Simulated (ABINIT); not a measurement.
ABINIT input for CaO, PBE with JTH PAW datasets:

```
pp_dirpath "./pseudo"
pseudos "Ca.GGA_PBE-JTH.xml, O.GGA_PBE-JTH.xml"

acell 3*1.0 angstrom
rprim
    0.000000000000     2.403555000000     2.403555000000
    2.403555000000     0.000000000000     2.403555000000
    2.403555000000     2.403555000000     0.000000000000
ntypat 2
znucl 20 8
natom 2
typat 1 2
xred
    0.000000000000     0.000000000000     0.000000000000
    0.500000000000     0.500000000000     0.500000000000
tolsym 1e-5
chksymtnons 0
chkprim 0

ecut 22.5
pawecutdg 45
pawovlp 20
ngkpt 8 8 8
nshiftk 1
shiftk 0 0 0
nband 11
occopt 7
tsmear 0.001
diemac 8
tolvrs 1e-10
nstep 90

nucefg 2
quadmom 0.0408 0.0256
nucfc 1
prtwf 0
prtden 0
prteig 0
prtebands 0
prtgsr 0
```

Geometry: a computed entry of the Materials Project; it was not checked against measured cells. It is CaO in Fm-3m. Stability against distortions was not tested.

Each row changes or adds one setting. The quadmom values are sizes without sign and don't touch the SCF cycle. The limit is 90 steps. Cost ratios are rough, from a shared machine.  

Q: Which of these changes costs the most SCF steps: diemac = 1000; diemac = 2; diemac = 40; diemix = 0.2; diemix = 0.4; iscf = 3; iscf = 7; kptopt = 2; nline = 2; npulayit = 3?

A: diemix = 0.2, with 31 steps against 12.

```tsv
setting typed	SCF steps	k-points	converged	rough cost ratio
as in the input	12	29	yes	about 1
diemac = 1000	12	29	yes	about 1
diemac = 2	11	29	yes	about 1
diemac = 40	12	29	yes	about 1
diemix = 0.2	31	29	yes	about 1
diemix = 0.4	14	29	yes	about 1
iscf = 3	21	29	yes	2
iscf = 7	13	29	yes	2
kptopt = 2	12	260	yes	9
nline = 2	14	29	yes	about 1
npulayit = 3	12	29	yes	about 1
```
